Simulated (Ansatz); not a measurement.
AgO under pressure

All numbers below come from DFT r2SCAN, scalar-relativistic, plane waves, PAW (Ansatz 0.2.0). Settings: 500 eV cutoff, 14×14×14 k-mesh, Gaussian smearing of 0.10 eV, collinear spin.

Reference structure (relaxed):

```
Ag O
1.0
     0.00000    2.50586    2.50586
     2.50586    0.00000    2.50586
     2.50586    2.50586    0.00000
Ag O
1 1
Direct
  0.00000 0.00000 0.00000
  0.75000 0.75000 0.75000
```

Cell and atoms are relaxed at each pressure within the symmetry of the start, at zero temperature, so transitions that lower the symmetry aren't seen. The k-mesh given is that at zero pressure and may differ at others. a, b and c are the lengths of the cell vectors above.

With moments and this functional the run may sit in a state above the lowest one. Starting moments were lost in some runs.

| P (GPa) | V (Å³/atom) | V/V0 | a (Å) | b (Å) | c (Å) |
| --- | --- | --- | --- | --- | --- |
| -2 | 16.11 | 1.024 | 3.572 | 3.572 | 3.572 |
| 0 | 15.74 | 1.000 | 3.544 | 3.544 | 3.544 |
| 2 | 15.40 | 0.979 | 3.518 | 3.518 | 3.518 |
| 5 | 14.94 | 0.950 | 3.483 | 3.483 | 3.483 |
| 10 | 14.35 | 0.912 | 3.437 | 3.437 | 3.437 |
| 20 | 13.52 | 0.859 | 3.369 | 3.369 | 3.369 |
| 40 | 12.43 | 0.790 | 3.276 | 3.276 | 3.276 |

**Question.** What bulk modulus and pressure derivative fit these points?

**Answer.** A third-order Birch–Murnaghan fit gives B0 = 84 GPa and B0' = 6.0.